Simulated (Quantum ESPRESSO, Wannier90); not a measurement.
## Tight-binding from DFT: Ta (bcc (W type))

```yaml
crystal:
  lattice:
    - [-1.65493, 1.65493, 1.65493]
    - [1.65493, -1.65493, 1.65493]
    - [1.65493, 1.65493, -1.65493]
  atoms:
    - { symbol: Ta, position: [0.00000, 0.00000, 0.00000] }
```

Cell from Materials Project (mp-50), symmetrised, no further relaxation. This is the element's usual structure. Method: PBEsol plane waves in Quantum ESPRESSO 7.5 (PseudoDojo norm-conserving files, 47 Ry, no spin polarisation, no spin-orbit coupling), Bloch states on a 10×10×10 mesh through Γ, Wannier90 4.0.1. Density: 18×18×18 mesh, cold smearing 0.01 Ry. Spin-orbit coupling is left out although heavy elements are present.

Functional, cutoff and mesh named above are those of the base row (10×10×10); the first column says what each row takes instead. Model: 9 functions from bands 5-21, start hydrogen-like Ta: s;p;d, centres 0.05 Å off the atoms, frozen window tied to the conduction edge or Fermi level of each row, as listed, which moves Ω_I and hoppings a little by itself. Energies are relative to the Fermi level; the misfit is to pw.x on a path, for states up to 1.0 eV relative to the Fermi level. Only the mesh of Bloch states changes. The disentangled Ω_I can sit in another minimum from row to row.

Question: Among the meshes 4×4×4, 5×5×5, 7×7×7, 8×8×8, 10×10×10, 12×12×12, which is the coarsest that interpolates to 20 meV rms?

Answer: 8×8×8.

```tsv
mesh	frozen to (eV)	Ω_I (Å²)	rms misfit (meV)	k-points (cost)
4×4×4	1.50	8.29	77	64
5×5×5	1.50	8.79	35	125
7×7×7	1.50	9.22	25	343
8×8×8	1.50	9.44	6.5	512
10×10×10	1.50	9.63	3.7	1000
12×12×12	1.50	9.75	3.1	1728
```

Ω_I still rises with the mesh: the finite-difference spreads converge slowly and from below.
